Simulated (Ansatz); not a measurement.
A geometry of As away from equilibrium: the start of the relaxation of a relaxed As cell stretched uniformly to 130 % of its volume. All values below come from r2SCAN (plane waves to 500 eV, PAW, scalar-relativistic; Ansatz, an electronic-structure program). Γ-centred k-mesh 7×7×7 on the run's cell (coarser than for final values), Fermi–Dirac smearing 0.05 eV.

```xyz
2
Lattice="1.9573 1.1301 5.5626 -1.9573 1.1301 5.5626 0.0000 -2.2602 5.5626" Properties=species:S:1:pos:R:3 pbc="T T T"
As     0.0000     0.0000     3.5260
As     0.0000     0.0000    13.1619
```

Q: Predict the force on each atom, in eV/Å.

A: 
```
atom    Fx    Fy     Fz
----  ----  ----  -----
As1   0.00  0.00  -1.90
As2   0.00  0.00   1.90
```

Q: What is the pressure?

A: -8.2 GPa, compression positive.

No spin polarisation in the result. Without a van der Waals term the distances between weakly bound units are poorly fixed.

The run could not lose the symmetry of its start.

Without dispersion the volume is uncertain too.
